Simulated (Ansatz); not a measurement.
# BePd, a database entry at a rescaled volume

```
Be Pd
1.0
     2.82048    0.00000    0.00000
     0.00000    2.82048    0.00000
     0.00000    0.00000    2.82048
Be Pd
1 1
Direct
  0.00000 0.00000 0.00000
  0.50000 0.50000 0.50000
```

Single point in Ansatz 0.2.0 with r2SCAN, no spin polarisation. Cutoff 500 eV, PAW datasets, 12×12×12 Γ-centred k mesh, gaussian filling (width 0.1519 eV).

**Electronic structure.** It is a metal, with about 0.64 states/eV a cell as the mean within 0.25 eV of the Fermi level.
**Charges.** Bader charges in e: Be +1.52, Pd -1.52. In the mean Be gives up most and Pd takes most.
**Stress.** The pressure is -1.4 GPa (compression positive), so with the atoms held at these fractions the cell would first shrink.
**Formation energy.** -0.57 eV an atom against the elements' usual phases (free molecules for gases, crystals otherwise, with no correction for O₂ or N₂), so it is bound against them; other compounds may still compete. Relaxing would lower it.

Origin: a database entry at a rescaled volume. Caveats: wide smearing.
